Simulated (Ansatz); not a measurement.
Input, command and steps of an Ansatz relaxation.

```yaml
crystal:
  lattice:
    - [5.782867, 0.297077, -0.127138]
    - [0.297077, 5.588396, -0.333614]
    - [-0.127138, -0.333614, 5.187811]
  atoms:
    - { symbol: Ru, position: [0.3946239313, 0.8350954939, 0.9617314741] }
    - { symbol: Ru, position: [0.7252007052, 0.4986380734, 0.2694660371] }
    - { symbol: Ru, position: [0.0373681749, 0.7387511857, 0.6213594826] }
    - { symbol: Ru, position: [0.7278499493, 0.9985393028, 0.2861206813] }
    - { symbol: Ru, position: [0.0324583958, 0.2408110884, 0.6169647989] }
    - { symbol: Ru, position: [0.3860346315, 0.3375927904, 0.9419644389] }
    - { symbol: Ru, position: [0.0643603132, 0.6418309436, 0.1157922753] }
    - { symbol: Ru, position: [0.7021949363, 0.5684790358, 0.7707130132] }
    - { symbol: Ru, position: [0.3797687044, 0.8719507044, 0.4609948679] }
    - { symbol: W, position: [0.3787138229, 0.3706911277, 0.4450331963] }
    - { symbol: W, position: [0.706806543, 0.0686837245, 0.7897335731] }
    - { symbol: W, position: [0.0687831144, 0.1388642962, 0.1148111359] }
  symmetry: { detect: false }
basis:
  ecutwfc: 420
kpoints:
  mp_grid: { grid: [2, 3, 3], shift: [0.5, 0.0, 0.0] }
hamiltonian:
  xc: pbesol
scf:
  occupations: { method: gaussian, width: 0.1 }
  lower_state_search: "off"
output:
  forces: true
  stress: true
  eigenvalues: true
relax:
  adjacent_minimum: "off"
  f_tol: 0.04
  max_steps: 70
  cell: { stress_tol: 0.3 }
```

```bash
ansatz run input.yaml --threads 2 --pin off --max-ram 5120MiB --backend cpu --events-out ev --progress --plain --runs-dir out
```

The calculation used Ansatz 0.2.0, DFT PBEsol, scalar-relativistic, plane waves, PAW.

Of 13 frames 10 are shown, positions in Å and forces in eV/Å; the SCF threshold varies from step to step. Steps run on the plane waves of an earlier cell, with a Pulay correction in the pressure. The basis is chosen afresh for the last frame, the zero of the energies, and can be on the way; energy and pressure step there, also at an unchanged geometry. Here that happened at step 11 (-2 meV/atom, 0.4 GPa); the frames before carry an error of that size. The mark taken_back stands on steps that the optimiser undid.

```xyz
12
Lattice="5.7829 0.2971 -0.1271 0.2971 5.5884 -0.3336 -0.1271 -0.3336 5.1878" Properties=species:S:1:pos:R:3:forces:R:3 pbc="T T T" step=1 free_energy_over_end_meV_per_atom=499.23 pressure_GPa=18.32
Ru    2.4079    4.4632    4.6605    0.3960   -0.7110    0.3660
Ru    4.3076    2.9121    1.1394    0.4350   -0.6860    0.3090
Ru    0.3566    3.9322    2.9723   -1.0350    0.5010    0.0840
Ru    4.4693    5.7010    1.0587    0.4950   -0.8770    0.3520
Ru    0.1808    1.1496    3.1162   -0.6060    1.3560   -0.6810
Ru    2.2129    1.6870    4.7250   -0.0690    0.1790    0.0680
Ru    0.5481    3.5673    0.3784    0.3600    0.1900   -0.0770
Ru    4.1316    3.1284    3.7194   -0.3880    0.2140   -0.0160
Ru    2.3966    4.8318    2.0524    0.2850   -0.0360   -0.1940
W     2.2436    2.0356    2.1369    0.1670    0.6920    0.0510
W     4.0074    0.3303    3.9842   -0.5810   -0.6320   -0.4620
W     0.4244    0.7582    0.5405    0.5400   -0.1900    0.2010
12
Lattice="5.9581 0.3624 -0.2728 0.3781 5.5766 -0.3410 -0.2641 -0.3302 5.2562" Properties=species:S:1:pos:R:3:forces:R:3 pbc="T T T" step=2 free_energy_over_end_meV_per_atom=301.26 pressure_GPa=0.18
Ru    2.4216    4.4577    4.6746   -0.0230   -0.9460    0.6540
Ru    4.4572    2.9336    1.0572    0.3760   -0.1230    0.5190
Ru    0.3128    3.9491    3.0028   -0.6510    0.1960   -0.3660
Ru    4.6556    5.7094    0.9730    0.3230   -0.3840    0.3370
Ru    0.1025    1.1943    3.1305   -0.3580    0.5530   -0.7090
Ru    2.1768    1.7103    4.7331    0.0440    0.0600   -0.0310
Ru    0.6002    3.5639    0.3740    0.0940    0.3030    0.2100
Ru    4.1870    3.1820    3.6653    0.0160    0.0460   -0.2470
Ru    2.4725    4.8441    2.0193    0.1870    0.0230   -0.0710
W     2.2836    2.0798    2.1115   -0.1710    0.4850   -0.1220
W     4.0133    0.3702    3.9200    0.0300   -0.4570   -0.3420
W     0.4461    0.7506    0.5431    0.1330    0.2440    0.1680
12
Lattice="6.0346 0.5681 -0.5942 0.6131 5.3742 -0.1838 -0.5731 -0.1563 5.3377" Properties=species:S:1:pos:R:3:forces:R:3 pbc="T T T" step=4 free_energy_over_end_meV_per_atom=81.20 pressure_GPa=-0.15
Ru    2.3394    4.4938    4.8132    0.1060    0.2110   -0.0550
Ru    4.5476    3.1384    0.9862   -0.1270    0.2700    0.1060
Ru    0.3011    3.8168    3.1523    0.3620   -0.4790    0.0410
Ru    4.8024    5.8066    0.9425   -0.2310    0.0720   -0.4200
Ru    0.0241    1.1583    3.1182    0.1590   -0.4920   -0.0190
Ru    2.0140    1.9095    4.7318   -0.3220    0.3840    0.0630
Ru    0.6981    3.6030    0.5141   -0.3230    0.2460   -0.0930
Ru    4.1580    3.2129    3.6011    0.3900   -0.4450    0.2200
Ru    2.5804    4.8260    2.0735    0.0940    0.0110   -0.0240
W     2.2566    2.1760    2.0287   -0.0200    0.1090    0.0760
W     3.8464    0.5084    3.7487    0.1260   -0.6750    0.1060
W     0.4200    0.8776    0.5270   -0.2150    0.7870   -0.0020
12
Lattice="5.9547 0.7028 -0.6698 0.7477 5.3644 -0.0165 -0.6535 0.0057 5.4199" Properties=species:S:1:pos:R:3:forces:R:3 pbc="T T T" step=5 free_energy_over_end_meV_per_atom=57.05 pressure_GPa=1.89
Ru    2.3370    4.7281    5.0118   -0.2930    1.1170   -0.9840
Ru    4.5226    3.3853    1.0840    0.1900   -0.4550   -0.1120
Ru    0.3718    3.8012    3.3344    0.3660   -0.4240    0.0220
Ru    4.7932    6.0470    1.0929    0.5480   -0.8850   -0.4380
Ru    0.0648    1.1243    3.1527   -0.0900   -0.0880    1.2070
Ru    1.9703    2.1597    4.8390   -0.7890    0.4170   -0.0870
Ru    0.7580    3.7561    0.6751   -0.6150   -0.0490   -0.8550
Ru    4.1290    3.2842    3.7190    0.4250    0.1090    0.3280
Ru    2.6418    4.9322    2.2110    0.2220   -0.1660   -0.0710
W     2.2475    2.2744    2.0555    0.0360    0.1670    1.1050
W     3.7244    0.6126    3.7573    0.3690   -0.2000    0.2420
W     0.3950    1.0161    0.5378   -0.3680    0.4570   -0.3580
12
Lattice="5.8290 0.6629 -0.4706 0.6855 5.5155 0.0725 -0.4735 0.0697 5.3951" Properties=species:S:1:pos:R:3:forces:R:3 pbc="T T T" step=6 free_energy_over_end_meV_per_atom=73.05 pressure_GPa=-1.50 taken_back
Ru    2.4144    5.0195    5.0631   -0.3790    0.1090   -0.4380
Ru    4.4242    3.4503    1.2647    0.3580   -0.5230   -0.0600
Ru    0.4723    3.8908    3.4061    0.0450    0.0410   -0.4010
Ru    4.6822    6.1806    1.2752    0.9450   -0.4290   -0.1780
Ru    0.1655    1.1164    3.2273   -0.6170    0.3340    0.7750
Ru    2.0593    2.3232    4.9435   -0.5150    0.1330    0.2650
Ru    0.7224    3.8883    0.7226   -0.1120   -0.1250   -0.5450
Ru    4.1644    3.3520    3.9310    0.3690    0.3700   -0.1750
Ru    2.6292    5.0505    2.3084   -0.2790   -0.3320    0.1720
W     2.2702    2.3101    2.1927   -0.3850    0.5390    0.7590
W     3.7565    0.6220    3.8844    0.9050   -0.1520   -0.0980
W     0.3745    1.0966    0.5722   -0.3340    0.0360   -0.0760
12
Lattice="5.9527 0.6260 -0.6154 0.6699 5.3915 0.0269 -0.6031 0.0403 5.3658" Properties=species:S:1:pos:R:3:forces:R:3 pbc="T T T" step=8 free_energy_over_end_meV_per_atom=7.48 pressure_GPa=-0.14
Ru    2.2965    4.8699    4.9089   -0.2010    0.2320   -0.2750
Ru    4.4752    3.2980    1.1101   -0.0140   -0.0900   -0.0170
Ru    0.3722    3.8047    3.3038    0.0890   -0.0440    0.0160
Ru    4.7641    5.9667    1.1062    0.0970   -0.0130   -0.1260
Ru    0.0570    1.1126    3.2516    0.0640   -0.1550    0.2730
Ru    1.9669    2.2206    4.8582   -0.0570    0.1170    0.0430
Ru    0.7012    3.7501    0.6329   -0.1620    0.0940   -0.1650
Ru    4.1430    3.3034    3.7703    0.0910   -0.0810    0.0590
Ru    2.5971    4.9284    2.2050    0.0040   -0.0360    0.0400
W     2.2517    2.2561    2.1616   -0.1230    0.0880    0.1760
W     3.7845    0.5981    3.7545    0.3140   -0.2990    0.0450
W     0.3678    1.0507    0.5857   -0.1030    0.1850   -0.0700
12
Lattice="5.9563 0.6180 -0.6394 0.6647 5.3790 0.0436 -0.6251 0.0583 5.3740" Properties=species:S:1:pos:R:3:forces:R:3 pbc="T T T" step=9 free_energy_over_end_meV_per_atom=2.74 pressure_GPa=-0.05
Ru    2.2508    4.9112    4.8855   -0.0520    0.0420   -0.0680
Ru    4.4553    3.2847    1.0963    0.0470   -0.0160    0.0600
Ru    0.3738    3.7931    3.3115    0.0030   -0.0060   -0.0070
Ru    4.7612    5.9569    1.1010   -0.0290    0.0050   -0.0230
Ru    0.0428    1.1031    3.2854    0.0080   -0.0160    0.0150
Ru    1.9468    2.2393    4.8801    0.0180    0.0360    0.0120
Ru    0.6875    3.7638    0.6236    0.0030   -0.0050    0.0000
Ru    4.1226    3.2837    3.7711   -0.0050    0.0110    0.0040
Ru    2.5864    4.9228    2.2066   -0.0170   -0.0370    0.0100
W     2.2380    2.2542    2.1902   -0.0150    0.0230    0.0110
W     3.8006    0.5713    3.7461    0.0340   -0.0300   -0.0100
W     0.3551    1.0750    0.5989    0.0030   -0.0060   -0.0040
12
Lattice="5.9608 0.6169 -0.6375 0.6639 5.3771 0.0468 -0.6236 0.0611 5.3699" Properties=species:S:1:pos:R:3:forces:R:3 pbc="T T T" step=10 free_energy_over_end_meV_per_atom=2.58 pressure_GPa=0.05
Ru    2.2487    4.9200    4.8751   -0.0090   -0.0040    0.0050
Ru    4.4634    3.2818    1.1072    0.0090   -0.0030   -0.0130
Ru    0.3741    3.7926    3.3087    0.0120   -0.0010    0.0060
Ru    4.7599    5.9562    1.1010   -0.0050    0.0000    0.0000
Ru    0.0440    1.1029    3.2854   -0.0040    0.0070    0.0030
Ru    1.9513    2.2469    4.8798    0.0100   -0.0100    0.0030
Ru    0.6877    3.7617    0.6252   -0.0040    0.0000   -0.0020
Ru    4.1266    3.2833    3.7739   -0.0080    0.0070   -0.0060
Ru    2.5869    4.9176    2.2083   -0.0010   -0.0010   -0.0030
W     2.2392    2.2543    2.1929    0.0000    0.0090   -0.0010
W     3.8085    0.5693    3.7415    0.0040   -0.0020    0.0060
W     0.3559    1.0733    0.6003   -0.0040   -0.0010    0.0030
12
Lattice="5.9669 0.6160 -0.6426 0.6638 5.3762 0.0501 -0.6284 0.0647 5.3745" Properties=species:S:1:pos:R:3:forces:R:3 pbc="T T T" step=12 free_energy_over_end_meV_per_atom=0.01 pressure_GPa=-0.03
Ru    2.2463    4.9219    4.8801   -0.0060    0.0020    0.0010
Ru    4.4664    3.2813    1.1057    0.0040   -0.0010    0.0000
Ru    0.3728    3.7941    3.3145    0.0000   -0.0010   -0.0020
Ru    4.7628    5.9555    1.1020   -0.0020    0.0010   -0.0040
Ru    0.0410    1.1056    3.2888    0.0000    0.0010    0.0010
Ru    1.9498    2.2485    4.8844    0.0020   -0.0020    0.0010
Ru    0.6870    3.7615    0.6274    0.0020    0.0000   -0.0010
Ru    4.1261    3.2853    3.7748   -0.0010   -0.0060    0.0020
Ru    2.5863    4.9189    2.2105    0.0040    0.0020    0.0000
W     2.2390    2.2566    2.1958   -0.0030   -0.0050   -0.0120
W     3.8102    0.5706    3.7406   -0.0050    0.0040    0.0080
W     0.3550    1.0735    0.6011    0.0040    0.0030    0.0060
12
Lattice="5.9669 0.6160 -0.6426 0.6638 5.3762 0.0501 -0.6284 0.0647 5.3745" Properties=species:S:1:pos:R:3:forces:R:3 pbc="T T T" step=13 free_energy_over_end_meV_per_atom=0.00 pressure_GPa=-0.03
Ru    2.2463    4.9219    4.8801   -0.0060    0.0020    0.0010
Ru    4.4664    3.2813    1.1057    0.0040   -0.0010    0.0000
Ru    0.3728    3.7941    3.3145    0.0000   -0.0010   -0.0020
Ru    4.7628    5.9555    1.1020   -0.0020    0.0010   -0.0040
Ru    0.0410    1.1056    3.2888    0.0000    0.0010    0.0010
Ru    1.9498    2.2485    4.8844    0.0020   -0.0020    0.0010
Ru    0.6870    3.7615    0.6274    0.0020    0.0000   -0.0010
Ru    4.1261    3.2853    3.7748   -0.0010   -0.0060    0.0020
Ru    2.5863    4.9189    2.2105    0.0040    0.0020    0.0000
W     2.2390    2.2566    2.1958   -0.0030   -0.0050   -0.0120
W     3.8102    0.5706    3.7406   -0.0050    0.0040    0.0080
W     0.3550    1.0735    0.6011    0.0040    0.0030    0.0060
```

The run took 2.6 min on 2 threads of Arm Neoverse V2 (shared host), peak memory 0.65 GiB.

The k mesh is coarse. Spin–orbit coupling is left out, which can shift energies with elements as heavy as these.